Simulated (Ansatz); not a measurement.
La3AlN:
```cif
data_AlLa3N
_chemical_formula_sum 'La3 Al1 N1'
_space_group_name_H-M_alt 'P 1'
_space_group_IT_number 1
_cell_length_a 5.09789
_cell_length_b 5.09789
_cell_length_c 5.09789
_cell_angle_alpha 90.000
_cell_angle_beta 90.000
_cell_angle_gamma 90.000
loop_
_space_group_symop_operation_xyz
  'x, y, z'
loop_
_atom_site_label
_atom_site_type_symbol
_atom_site_fract_x
_atom_site_fract_y
_atom_site_fract_z
_atom_site_occupancy
La1 La 0.50000 0.50000 0.00000 1
La2 La 0.00000 0.50000 0.50000 1
La3 La 0.50000 0.00000 0.50000 1
Al1 Al 0.00000 0.00000 0.00000 1
N1 N 0.50000 0.50000 0.50000 1
```

Relaxed with r²SCAN.

Problem. Which orbitals make up the states near the Fermi level in DFT-r²SCAN in the program Ansatz with PAW potentials?

Solution. Within 0.5 eV of the Fermi level: La 5d 74 %, Al 3p 12 %, La 4f 8 %. Projections are on Löwdin-orthogonalised atomic valence shells; empty p or d shells of many metals are not among them.

Problem. Tabulate the density of states.

Solution. States/eV per cell of 5 atoms, in 0.25 eV bins, energy from the Fermi level.

```
E (eV)  total  La 5d  La 4f  N 2p
------  -----  -----  -----  ----
-7.85    0.00   0.00   0.00  0.00
-7.60    0.00   0.00   0.00  0.00
-7.35    0.00   0.00   0.00  0.00
-7.10    0.00   0.00   0.00  0.00
-6.85    0.00   0.00   0.00  0.00
-6.60    0.00   0.00   0.00  0.00
-6.35    0.00   0.00   0.00  0.00
-6.10    0.00   0.00   0.00  0.00
-5.85    0.00   0.00   0.00  0.00
-5.60    0.02   0.00   0.00  0.00
-5.35    0.27   0.04   0.00  0.00
-5.10    0.52   0.08   0.00  0.00
-4.85    1.26   0.36   0.01  0.00
-4.60    3.31   0.95   0.03  0.00
-4.35    3.16   0.89   0.04  0.30
-4.10    2.51   0.81   0.04  1.44
-3.85    3.36   0.93   0.10  2.01
-3.60    2.52   0.66   0.09  1.52
-3.35    1.96   0.49   0.08  1.19
-3.10    1.97   0.47   0.10  1.21
-2.85    1.83   0.40   0.10  1.13
-2.60    2.15   0.45   0.13  1.31
-2.35    2.73   0.58   0.17  1.52
-2.10    3.79   0.77   0.28  2.12
-1.85    3.41   0.95   0.20  1.09
-1.60    2.71   1.09   0.07  0.11
-1.35    3.38   1.55   0.08  0.03
-1.10    5.10   2.52   0.13  0.04
-0.85    4.86   2.72   0.16  0.07
-0.60    4.42   2.51   0.16  0.05
-0.35    2.68   1.74   0.13  0.02
-0.10    2.35   1.74   0.17  0.03
0.15     2.16   1.76   0.21  0.03
0.40     2.61   2.08   0.33  0.04
0.65     3.73   2.51   0.69  0.06
0.90     5.12   3.03   1.21  0.12
1.15     6.94   3.92   1.99  0.14
1.40     8.83   5.34   2.25  0.20
1.65     5.48   2.73   2.15  0.10
1.90     6.84   1.84   4.37  0.04
2.15    13.87   2.29  10.93  0.04
```

Space group Pm-3m (anti-perovskite). The workflow started from a Materials Project entry (that database holds measured and hypothetical structures alike); the Crystallography Open Database copy checked does not list it. Whether it is the stable phase at ambient conditions was not checked. The cell was relaxed with r²SCAN under the symmetry of its start; its stability against distortions is not shown here. With an odd number of electrons in the cell and no spin polarisation, the count alone makes it a metal. Spin–orbit coupling is left out wherever it is not named.

Potentials: the earlier of the program's two PAW sets.
